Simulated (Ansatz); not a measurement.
CoW (rock salt, Fm-3m), PBEsol (plane waves, PAW; program Ansatz), all energies at zero smearing, with the estimated change up to a 700 eV cutoff added, with one set of potentials and settings (totals compare only within such a set). Cell of 2 atoms (1 Co, 1 W): -15348.877 eV.

| element | reference phase | E (eV/atom) |
|---|---|---|
| Co | P6_3/mmc, 2 atoms in the cell, spin-polarised | -5093.0002 |
| W | Im-3m, 1 atoms in the cell | -10257.5790 |

Formation energy per atom, worked out: (-15348.877 − 1×(-5093.0002) − 1×(-10257.5790))/2 = 0.851 eV/atom (82 kJ per mol of atoms), at 0 K, without zero-point energy or fitted corrections.

The start of the workflow was typed in or built on a structure type; neither database checked (COD, Materials Project) lists it. Whether it is the stable phase at ambient conditions was not checked. The cell was relaxed with PBEsol under the symmetry of its start. At this level the phase is mechanically unstable. The workflow began spin-polarised and lost its moments. Its formation energy is positive at this level, so the cell may be metastable or incomplete. The references are the lowest solids computed at this level, not always the standard phases. Spin–orbit coupling is left out wherever it is not named.

Potentials: the earlier of the program's two PAW sets. The files were generated under PBE; for other functionals the program regenerates the frozen cores, and for LDA and PBEsol the local potential too.
